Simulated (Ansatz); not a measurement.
**Property card for Si$_{2}$Sn$_{3}$**

Level of theory: DFT PBE, scalar-relativistic, plane waves, PAW in Ansatz.

Cutoff 420 eV; k points 12×12×2 on the computed 10-atom cell (Γ-centred); Gaussian smearing, width 0.10 eV; no spin polarisation.

The structure is relaxed at this level of theory with its symmetry kept, and needn't be the ground state of this composition.

```yaml
crystal:
  lattice:
    - [3.64468, 0.00000, 0.00000]
    - [-1.82234, 3.15639, 0.00000]
    - [0.00000, 0.00000, 21.29744]
  atoms:
    - { symbol: Si, position: [0.33333, 0.66667, 0.02528] }
    - { symbol: Si, position: [0.33333, 0.66667, 0.47472] }
    - { symbol: Si, position: [0.66667, 0.33333, 0.52528] }
    - { symbol: Si, position: [0.66667, 0.33333, 0.97472] }
    - { symbol: Sn, position: [0.33333, 0.66667, 0.25000] }
    - { symbol: Sn, position: [0.33333, 0.66667, 0.62694] }
    - { symbol: Sn, position: [0.33333, 0.66667, 0.87306] }
    - { symbol: Sn, position: [0.66667, 0.33333, 0.12694] }
    - { symbol: Sn, position: [0.66667, 0.33333, 0.37306] }
    - { symbol: Sn, position: [0.66667, 0.33333, 0.75000] }
```

| Property | Result |
| --- | --- |
| Space group | P6_3/mmc (No. 194) |
| Volume per atom | 24.50 Å³ |
| Formation energy from the elements' standard states (uncorrected) | +0.208 eV/atom |
| Kohn–Sham band gap | none (metal) |
| Density of states at the Fermi level | 5.1 states/eV per cell |
| Orbital (Löwdin) character within 0.5 eV of the Fermi level | Sn 5p 62 %, Si 3p 20 %, Sn 5s 10 % |
| Bader charge by site (e) | Si (4 in the cell) -0.18, Sn (2 in the cell) -0.02, Sn (4 in the cell) 0.19 |

The cell was found from a structure generator's guess, not taken from experiment. Löwdin shares on free-atom orbitals overweight diffuse shells.
